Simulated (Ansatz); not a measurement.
Values for one crystal, relaxed and computed with r²SCAN in the plane-wave PAW code Ansatz; other levels are named.

```yaml
volume_per_atom: 17.15 Å³
electronic_character: metallic (no gap)
Formation energy from the elements (no fitted shifts): -0.41 eV/atom
Density of states at the Fermi level: 0.22 states/eV per atom (mean over ±0.08 eV)
zone_centre_stability: no imaginary mode at Γ
Pressure derivative B′: 5.0
Gap with spin–orbit coupling: none (metallic)
```

Problem. Which compound is it?
(A) AlAu, P2_1/m (Al on 2e, Al on 2e, Au on 2e, Au on 2e)
(B) AlRh, CsCl type
(C) Al2Ru, MoSi2 or CaC2 type
(D) AlPd, P2_13 (Al on 4a, Pd on 4a)

Solution. A, AlAu, P2_1/m (Al on 2e, Al on 2e, Au on 2e, Au on 2e)

The workflow started from a Materials Project entry (that database holds measured and hypothetical structures alike); the Crystallography Open Database copy checked does not list it. Whether it is the stable phase at ambient conditions was not checked. Symmetry was held in the r²SCAN relaxation. The references are the lowest solids computed at this level, not always the standard phases. Scalar-relativistic: spin–orbit coupling is off unless named, which matters more the heavier the elements.

Potentials: the later of the program's two PAW sets.
